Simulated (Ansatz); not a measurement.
Hf3N4:
```
Hf3N4
1.0
   -3.36714     3.36714     3.36714
    3.36714    -3.36714     3.36714
    3.36714     3.36714    -3.36714
Hf N
6 8
Cartesian
  2.52535   0.00000   1.68357
  1.68357   2.52535   0.00000
  0.84178   0.00000   5.05070
  5.05070   0.84178   0.00000
  0.00000   1.68357   2.52535
  0.00000   5.05070   0.84178
  0.44788   0.44788   0.44788
 -1.23569   1.23569   4.60283
 -0.44788   2.91926   0.44788
  4.60283  -1.23569   1.23569
  0.44788  -0.44788   2.91926
  2.13144   2.13144   2.13144
  2.91926   0.44788  -0.44788
  1.23569   4.60283  -1.23569
```

Relaxed with PBE. DFT-PBE in the program Ansatz with PAW potentials gives a gap of 1.04 eV.

**Question.** What gap does HSE06 give on the same cell (Ansatz, PAW)?

**Answer.** 1.97 eV, 0.94 eV more. The hybrid was solved on a coarser mesh and at special points; the gap given is the minimum over both.

```csv
k,v1 PBE,c1 PBE,v1 HSE06,c1 HSE06
Γ,0.00,1.04,0.00,1.97
H,-0.54,3.64,___,___
P,-1.41,2.71,___,___
N,-0.82,2.49,___,___
```

**Question.** Top valence (v1) and lowest conduction level (c1) in eV from each method's valence maximum (which need not be a listed point): supply the withheld HSE06 values.

**Answer.** 
- H, v1 HSE06: -0.61
- H, c1 HSE06: 4.78
- N, v1 HSE06: -0.87
- N, c1 HSE06: 3.51
- P, v1 HSE06: -1.54
- P, c1 HSE06: 3.80

Cost on shared cores: the PBE run (SCF on a 6×6×6 mesh, then bands and DOS) roughly 4 core-minutes, the HSE06 run (SCF on 4×4×4, then a few points) very roughly 11 core-minutes; the tasks are unlike.

Space group I-43d. The PBE relaxation kept the symmetry of its start. No spin polarisation was allowed. Scalar-relativistic: spin–orbit coupling is off unless named, which matters more the heavier the elements.

Potentials: the later of the program's two PAW sets.
